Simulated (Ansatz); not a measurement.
Space group F-43m (No. 216). a = 5.907 Å, b = 5.907 Å, c = 5.907 Å, α = 90.00°, β = 90.00°, γ = 90.00°
| atom | site | symmetry | x | y | z |
| --- | --- | --- | --- | --- | --- |
| In | 4a | -43m | 0.0000 | 0.0000 | 0.0000 |
| P | 4d | -43m | 0.2500 | 0.2500 | 0.7500 |

Equation of state of this InP structure (not necessarily the ground state), with shape and atoms relaxed at each volume where symmetry leaves them free. These are results of Ansatz 0.2.0, DFT r2SCAN, scalar-relativistic, plane waves, PAW, not measurements.

Settings: cutoff 500 eV, Γ-centred mesh 8×8×8 on the computed 2-atom cell, Gaussian smearing of 0.02 eV; no spin polarisation.

```json
{"V (Å³/atom)": "22.674", "E − E(largest V) (meV/atom)": "53.59", "P (GPa)": "11.63", "gap on mesh (eV)": "1.76"}
{"V (Å³/atom)": "23.447", "E − E(largest V) (meV/atom)": "6.59", "P (GPa)": "7.96", "gap on mesh (eV)": "1.57"}
{"V (Å³/atom)": "24.220", "E − E(largest V) (meV/atom)": "-24.10", "P (GPa)": "4.85", "gap on mesh (eV)": "1.39"}
{"V (Å³/atom)": "24.993", "E − E(largest V) (meV/atom)": "-40.98", "P (GPa)": "2.22", "gap on mesh (eV)": "1.21"}
{"V (Å³/atom)": "25.766", "E − E(largest V) (meV/atom)": "-46.15", "P (GPa)": "-0.01", "gap on mesh (eV)": "1.03"}
{"V (Å³/atom)": "26.539", "E − E(largest V) (meV/atom)": "-41.42", "P (GPa)": "-1.90", "gap on mesh (eV)": "0.85"}
{"V (Å³/atom)": "27.312", "E − E(largest V) (meV/atom)": "-28.30", "P (GPa)": "-3.49", "gap on mesh (eV)": "0.69"}
{"V (Å³/atom)": "28.342", "E − E(largest V) (meV/atom)": "0.00", "P (GPa)": "-5.24", "gap on mesh (eV)": "0.47"}
```

Task: Fit a third-order Birch–Murnaghan equation to E(V).

Result: V0 = 25.76 Å³/atom, B0 = 68 GPa, B0' = 4.5.